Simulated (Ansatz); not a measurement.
Equation of state of BiRu

```cif
data_structure
_symmetry_space_group_name_H-M 'Fm-3m'
_symmetry_Int_Tables_number 225
_cell_length_a 5.5495
_cell_length_b 5.5495
_cell_length_c 5.5495
_cell_angle_alpha 90.000
_cell_angle_beta 90.000
_cell_angle_gamma 90.000
_cell_volume 170.91
loop_
_atom_site_label
_atom_site_type_symbol
_atom_site_symmetry_multiplicity
_atom_site_Wyckoff_symbol
_atom_site_fract_x
_atom_site_fract_y
_atom_site_fract_z
_atom_site_occupancy
Ru1 Ru 4 a 0.00000 0.00000 0.00000 1
Bi1 Bi 4 b 0.50000 0.00000 0.00000 1
```

The runs use the primitive cell with vectors (0.000, 2.775, 2.775), (2.775, 0.000, 2.775), (2.775, 2.775, 0.000) Å, to which the k mesh refers.

The cell was built from the rocksalt type and relaxed in the same program, and has space group Fm-3m; it needn't be a known or the stable phase.

Spin polarisation is left out, and whether a magnetic state lies lower isn't shown here.

No spin–orbit coupling, which matters for the heavy atoms here.

Methods: DFT, PBE, all-electron LAPW, scalar-relativistic (Ansatz 0.2.0); DFT, PBE, PAW with Ansatz's default frozen-core files, scalar-relativistic (Ansatz 0.2.0).

For LAPW: a Γ-centred 10×10×10 k mesh, Fermi–Dirac smearing of 0.05 eV, basis error target 0.25 meV/atom, no spin polarisation. PAW takes a cutoff of 420 eV at this cell. The Ansatz runs share mesh, smearing and spin set-up. Plane-wave (PAW) pressures include the program's estimate of the Pulay term.

The cell above is scaled evenly, with fractional coordinates and shape held.

| V/V(cell) | V (Å³/atom) | P, LAPW (GPa) | P, PAW (GPa) | free energy over the lowest listed, PAW (meV/atom) |
| --- | --- | --- | --- | --- |
| 0.9405 | 20.092 | 8.12 | 8.13 | 30.4 |
| 0.9700 | 20.722 | 3.74 | 3.75 | 7.3 |
| 1.0000 | 21.363 | 0.03 | 0.02 | 0.0 |
| 1.0300 | 22.004 | -3.07 | -3.07 | 6.3 |
| 1.0600 | 22.645 | -5.65 | -5.65 | 23.9 |

(1) What do Birch–Murnaghan fits to the pressures give?

Answers

(1) LAPW: V0 = 21.37 Å³/atom, B0 = 113 GPa, B0′ = 5.1; PAW: V0 = 21.37 Å³/atom, B0 = 113 GPa, B0′ = 5.1.
